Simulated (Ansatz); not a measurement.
Total density of states per atom from DFT-r²SCAN in the program Ansatz with PAW potentials, in 0.25 eV bins, energy from the Fermi level:

(E (eV), states/eV/atom): (-7.85, 0.09); (-7.60, 0.00); (-7.35, 0.09); (-7.10, 0.13); (-6.85, 0.15); (-6.60, 0.18); (-6.35, 0.24); (-6.10, 0.44); (-5.85, 0.29); (-5.60, 0.38); (-5.35, 0.28); (-5.10, 0.42); (-4.85, 0.43); (-4.60, 0.36); (-4.35, 0.52); (-4.10, 0.24); (-3.85, 0.70); (-3.60, 0.46); (-3.35, 0.66); (-3.10, 0.79); (-2.85, 1.17); (-2.60, 1.67); (-2.35, 1.76); (-2.10, 1.24); (-1.85, 1.12); (-1.60, 0.87); (-1.35, 1.40); (-1.10, 1.81); (-0.85, 1.57); (-0.60, 0.64); (-0.35, 1.24); (-0.10, 0.78); (0.15, 0.13); (0.40, 0.37); (0.65, 0.54); (0.90, 0.39); (1.15, 0.53); (1.40, 0.36); (1.65, 0.49); (1.90, 0.45); (2.15, 0.45); (2.40, 0.39); (2.65, 0.34); (2.90, 0.52); (3.15, 0.37); (3.40, 0.30); (3.65, 0.39); (3.90, 0.39); (4.15, 0.38); (4.40, 0.49); (4.65, 0.34)

**Question.** Which of these materials gives this?
A) CoGe, P2_13 (Co on 4a, Ge on 4a)
B) BaCo2Ge2, I4/mmm (Ba on 2a, Co on 4d, Ge on 4e)
C) YCo2Ge2, I4/mmm (Y on 2a, Co on 4d, Ge on 4e)
D) SiGe, CsCl type

**Answer.** A, CoGe, P2_13 (Co on 4a, Ge on 4a). Within 0.5 eV of the Fermi level: Co 3d 88 %, Ge 4p 8 %. Projections are on Löwdin-orthogonalised atomic valence shells; empty p or d shells of many metals are not among them.

The first step of the workflow began from a Materials Project structure, measured or hypothetical; the Crystallography Open Database copy checked does not list it. Its standing as an ambient phase is unchecked. The r²SCAN relaxation kept the symmetry of its start; its stability against distortions is not shown here. No spin polarisation was allowed. Scalar-relativistic: spin–orbit coupling is off unless named, which matters more the heavier the elements.

Potentials: the later of the program's two PAW sets.
